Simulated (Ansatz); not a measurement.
Sc3InB (anti-perovskite, Pm-3m) at seven volumes, DFT-PBEsol in the program Ansatz with PAW potentials, scaled uniformly. One row is withheld.

```csv
V (Å³/atom),P (GPa)
18.131,?
18.729,5.76
19.326,2.70
19.924,0.00
20.522,-2.34
21.119,-4.35
21.717,-6.10
```

Question: Fit the shown pressures and predict the withheld one.

Answer: P = (3/2)B₀(x^(7/2) − x^(5/2))[1 + (3/4)(B′ − 4)(x − 1)] with x = (V₀/V)^(2/3). Least squares on the six rows gives V₀ = 19.924 Å³/atom, B₀ = 83.2 GPa, B′ = 3.71. At V = 18.131, x = 1.0649 and P = 9.34 GPa. The run itself gave 9.23 GPa.

The workflow started from an entry of the Crystallography Open Database (COD). Its standing as an ambient phase is unchecked. The cell was relaxed with PBEsol under the symmetry of its start; of distortions, only those at the zone centre were tested. No spin polarisation was allowed.

Potentials: the later of the program's two PAW sets.
